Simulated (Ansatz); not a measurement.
Consider the following.

CuI (zinc blende), conventional cell a = b = c = 6.078 Å, α = β = γ = 90.00°. The calculation uses the primitive cell of 2 atoms, to which meshes and values per cell refer.

The volume is varied about the relaxed value V₀ at fixed cell shape. Symmetry pins the atoms to their sites.

All values below come from PBE (plane waves to 420 eV, PAW, scalar-relativistic; Ansatz, a quantum-chemistry and plane-wave program). k mesh 9×9×9 (Γ-centred), Fermi-Dirac smearing 0.05 eV. Energies are smeared free energies. Compression counts positive. CuI is run without spin polarisation. CuI was relaxed with its symmetry unable to fall. Spin-orbit coupling is left out, though I is heavy. The PAW data are Ansatz's earlier set. The zero of ΔE is the relaxed starting cell.

The scan covers V/V₀ from 0.900 to 1.100 in 9 points.

**Question.** What is the fitted pressure derivative B₀′?

**Answer.** 5.2.

**Question.** What bulk modulus B₀ follows from a third-order Birch-Murnaghan fit?

**Answer.** 39.1 GPa.

(Under strain, the slope of the energy per volume gives the stress and its curvature an elastic modulus.)
